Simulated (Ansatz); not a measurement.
Relaxed candidate structures of Gd:

A. Im-3m (No. 229), cI2, bcc (W type); a = b = c = 3.952 Å, α = β = γ = 90.00°; Gd 2a (0.000, 0.000, 0.000); ferromagnetic

B. P6₃/mmc (No. 194), hP2, hcp (Mg type); a = b = 3.5654 Å, c = 5.6942 Å, α = β = 90.00°, γ = 120.00°; Gd 2d (0.667, 0.333, 0.250); ferromagnetic

Task: Put the candidates in order of energy per atom, lowest first, for PBEsol (plane waves to 420 eV, PAW, scalar-relativistic; Ansatz, an electronic-structure program).

Result: B (reference, the lowest of the structures calculated here), A (+0.08 eV/atom)

Each run could gain symmetry but not lose that of its start, so entries can be saddle points.  Each structure is listed in the lowest spin state found for it. Static energies at zero pressure. Each cell has its own k-point mesh; energy differences are given only to the digits this allows. Spin states reached: ferromagnetic; spin orders were not searched systematically. The 4f state was not searched, so a lower electronic state may exist.
